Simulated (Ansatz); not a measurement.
BAs in space group P6_422 (No. 181; B on 3c, As on 3d) under volume change, the program Ansatz at the PBEsol level (PAW), shape and atoms relaxed at each volume.

```json
[
 {"V (Å³/atom)": "11.432", "E − E(relaxed) (meV/atom)": "55.1", "P (GPa)": "16.93"},
 {"V (Å³/atom)": "11.809", "E − E(relaxed) (meV/atom)": "23.1", "P (GPa)": "10.38"},
 {"V (Å³/atom)": "12.186", "E − E(relaxed) (meV/atom)": "(withheld)", "P (GPa)": "(withheld)"},
 {"V (Å³/atom)": "12.563", "E − E(relaxed) (meV/atom)": "0.0", "P (GPa)": "0.00"},
 {"V (Å³/atom)": "12.940", "E − E(relaxed) (meV/atom)": "4.9", "P (GPa)": "-4.08"},
 {"V (Å³/atom)": "13.317", "E − E(relaxed) (meV/atom)": "18.7", "P (GPa)": "-7.57"},
 {"V (Å³/atom)": "13.694", "E − E(relaxed) (meV/atom)": "(withheld)", "P (GPa)": "(withheld)"}
]
```

Some entries are withheld; supply them.


- 13.694, E − E(relaxed) (meV/atom): 40.2
- 13.694, P (GPa): -10.55
- 12.186, E − E(relaxed) (meV/atom): 5.5
- 12.186, P (GPa): 4.78

What does a third-order Birch–Murnaghan fit give for V₀, B₀ and B′?

V₀ = 12.56 Å³/atom, B₀ = 147 GPa, B′ = 4.2.

The start of the workflow was typed in or built on a structure type; neither database checked (COD, Materials Project) lists it. It is not the phase usual at ambient conditions (space group No. 216). Symmetry was held in the PBEsol relaxation; of distortions, only those at the zone centre were tested. Its formation energy is positive at this level, so the cell may be metastable or incomplete.

Potentials: the earlier of the program's two PAW sets.
